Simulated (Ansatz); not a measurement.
# Equation of state of PIr

```cif
data_structure
_symmetry_space_group_name_H-M 'Fm-3m'
_symmetry_Int_Tables_number 225
_cell_length_a 4.9296
_cell_length_b 4.9296
_cell_length_c 4.9296
_cell_angle_alpha 90.000
_cell_angle_beta 90.000
_cell_angle_gamma 90.000
_cell_volume 119.79
loop_
_atom_site_label
_atom_site_type_symbol
_atom_site_symmetry_multiplicity
_atom_site_Wyckoff_symbol
_atom_site_fract_x
_atom_site_fract_y
_atom_site_fract_z
_atom_site_occupancy
Ir1 Ir 4 a 0.00000 0.00000 0.00000 1
P1 P 4 b 0.50000 0.00000 0.00000 1
```

The runs use the primitive cell with vectors (0.000, 2.465, 2.465), (2.465, 0.000, 2.465), (2.465, 2.465, 0.000) Å, to which the k mesh refers.

It takes space group Fm-3m (No. 225, cubic). The conventional cell has a = 4.930 Å, b = 4.930 Å, c = 4.930 Å, α = 90.00°, β = 90.00°, γ = 90.00°. Ir (site symmetry m-3m) has 6 P at 2.46 Å as nearest neighbours. Around P (site symmetry m-3m) lie 6 Ir at 2.46 Å.

The structure comes from a relaxation in the same program, started in the rocksalt type, and has space group Fm-3m. Whether it is a known phase or the ground state wasn't checked.

Spin–orbit coupling is left out, though it moves levels of the heavy atoms by tenths of an eV or more.

All numbers are computed: DFT, PBE, all-electron LAPW, scalar-relativistic (Ansatz 0.2.0); DFT, PBE, PAW with Ansatz's default frozen-core files, scalar-relativistic (Ansatz 0.2.0).

For LAPW: a Γ-centred 13×13×13 k mesh, Fermi–Dirac smearing of 0.05 eV, basis error target 0.5 meV/atom, no spin polarisation. PAW takes a cutoff of 420 eV at this cell. The Ansatz runs share mesh, smearing and spin set-up. Plane-wave (PAW) pressures include the program's estimate of the Pulay term.

The cell above is scaled evenly, with fractional coordinates and shape held.

| V/V(cell) | V (Å³/atom) | P, LAPW (GPa) | P, PAW (GPa) | free energy over the lowest listed, PAW (meV/atom) |
| --- | --- | --- | --- | --- |
| 0.9405 | 14.083 | 14.72 | 14.69 | 38.5 |
| 0.9800 | 14.675 | ? | ? | ? |
| 1.0000 | 14.974 | 0.04 | 0.00 | 0.0 |
| 1.0200 | 15.274 | -3.86 | -3.90 | 3.7 |
| 1.0600 | 15.873 | -10.42 | -10.45 | 31.0 |

Problem. Fill in the row V/V(cell) = 0.9800.

Solution. P, LAPW (GPa) = 4.42, P, PAW (GPa) = 4.38, free energy over the lowest listed, PAW (meV/atom) = 4.0.

Problem. What do Birch–Murnaghan fits to the pressures give?

Solution. LAPW: V0 = 14.98 Å³/atom, B0 = 206 GPa, B0′ = 4.8; PAW: V0 = 14.97 Å³/atom, B0 = 206 GPa, B0′ = 4.8.

PAW's V0 lies -0.02 % from the all-electron value and its B0 0.1 %. Symmetry fixes shape and coordinates here, so this is the relaxed modulus.
